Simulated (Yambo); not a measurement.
Yambo run on SnS₂ (CdI2 type, space group P-3m1, No. 164). The wavefunctions come from this Quantum ESPRESSO step (PBE, PseudoDojo stringent norm-conserving files, scalar-relativistic):

```
&CONTROL
  calculation = 'nscf'
  pseudo_dir = './pseudo'
  outdir = './out'
/
&SYSTEM
  ibrav = 0
  nat = 3
  ntyp = 2
  ecutwfc = 102.0
  ecutrho = 408.0
  occupations = 'fixed'
  force_symmorphic = .true.
  nbnd = 60
/
&ELECTRONS
  conv_thr = 3.0000000000000004e-09
  diago_full_acc = .true.
  diago_thr_init = 1e-08
/
ATOMIC_SPECIES
S 32.0600 S.upf
Sn 118.7100 Sn.upf
CELL_PARAMETERS angstrom
  3.670706591279   0.000000000000   0.000000000000
 -1.835353295639   3.178925157886   0.000000000000
  0.000000000000   0.000000000000   5.799315161000
ATOMIC_POSITIONS crystal
S   0.333333333000   0.666666667000   0.254726725200
S   0.666666666333   0.333333333667   0.745273274800
Sn  -0.000000000000   0.000000000333   0.000000000000
K_POINTS automatic
6 6 2 0 0 0
```

Yambo input:

```
rim_cut
gw0
dyson
el_el_corr
HF_and_locXC
ppa
em1d
RandQpts= 1000000
RandGvec= 1 Ry
EXXRLvcs= 102 Ry
VXCRLvcs= 408 Ry
Chimod= "HARTREE"
% BndsRnXp
 5 | 59 |
%
NGsBlkXp= 6 Ry
% LongDrXp
 1.0 | 1.0 | 1.0 |
%
PPAPntXp= 27.2114 eV
% GbndRnge
 1 | 59 |
%
GTermKind= "BG"
DysSolver= "n"
ExtendOut
% QPkrange
 1 | 1 | 17 | 18 |
 2 | 2 | 17 | 18 |
 8 | 8 | 17 | 18 |
 14 | 14 | 17 | 18 |
%
```

k points by index: 1 = Γ, 2 = A, 8 = L, 14 = H.

Table of the .qp output:

```
#    K-point    Band    Eo [eV]    E [eV]    E-Eo [eV]    Vxc [eV]    Vnlxc [eV]    Sc|Eo [eV]    Sc|E [eV]    dSc/dw|Eo [eV]    Re(Z)    Im(Z)
#
    1    17    0.000000    -0.377721    -0.377721    -13.53760    -16.32320    2.296241    2.407878    -8.039938    0.771922    -0.001585
    1    18    1.680048    2.260136    0.580088    -13.12905    -9.489663    -2.916099    -3.059303    -6.716682    0.802030    -0.001216
    2    17    -0.354744    -0.682430    -0.327686    -13.69973    -16.11297    1.990053    2.085553    -7.927740    0.774386    -0.001655
    2    18    2.919944    3.584153    0.664209    -13.90189    -9.939043    -3.128085    -3.298634    -6.983017    0.795758    -0.004652
    8    17    -0.810739    -1.199133    -0.388394    -13.20588    -15.92758    2.217876    2.333307    -8.084396    0.770948    -0.001857
    8    18    1.360515    1.908607    0.548092    -12.87469    -9.519375    -2.666680    -2.807223    -6.976548    0.795933    -0.001409
    14    17    -0.384537    -0.778407    -0.393870    -13.39275    -16.13101    2.227768    2.344390    -8.054391    0.771605    -0.001822
    14    18    2.901580    3.648396    0.746816    -13.95479    -9.746191    -3.258842    -3.461786    -7.388949    0.786405    -0.005863
```
(The two width columns are left out.) Convergence of these settings isn't established.

Spin-orbit coupling is not included.

Geometry relaxed with PBE+D3(BJ).
